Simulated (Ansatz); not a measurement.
# InSe at a changed volume: ¹¹³In nuclear quadrupole resonance

Cell: a structure deposited in the COD, relaxed with PBE at fixed cell and then changed (volume scaled by 0.96, ions relaxed).

Space group P6_3/mmc (No. 194); a = 3.9953, c = 16.7012 Å, γ = 120.00°.

| site | Wyckoff | site symmetry | x | y | z |
| --- | --- | --- | --- | --- | --- |
| In | 4f | 3m. | 0.3333 | 0.6667 | 0.1666 |
| Se | 4f | 3m. | 0.3333 | 0.6667 | 0.5887 |

One atom of each set is listed.

Method: Kohn–Sham DFT in Ansatz, PBE, plane waves and PAW, scalar-relativistic, 420 eV cutoff, Γ-centred 13×13×3 k-points, Fermi–Dirac smearing 0.05 eV.

¹¹³In: I = 9/2, Q = 761.0 mb (year-2017 value). Static lattice, zero field.

**Question.** At which frequencies do the ¹¹³In NQR lines lie?

**Answer.** For I = 9/2 and η = 0 the lines are |C_Q|/24 times 1, 2, 3 and 4; η shifts the lowest up most.

| site | atoms | V_zz (10²¹ V/m²) | C_Q (MHz) | η | line frequencies (MHz) |
| --- | --- | --- | --- | --- | --- |
| In | 4 | -11.18 | -206 | 0.00 | 8.57, 17.1, 25.7, 34.3 |

**Question.** And for ¹¹⁵In (I = 9/2, Q = 772.0 mb) on In?

**Answer.** C_Q scales with Q to -209 MHz, with lines at 8.70, 17.4, 26.1, 34.8 MHz.

An axis of threefold or higher order runs through In, so V_zz lies along it and η is zero.

Without spin–orbit coupling (the program notes it for In) the gradients can shift somewhat, as the gap is small. With a gap of 0.5 eV on this mesh, the gradients can still move by some per cent as the k-mesh gets denser.
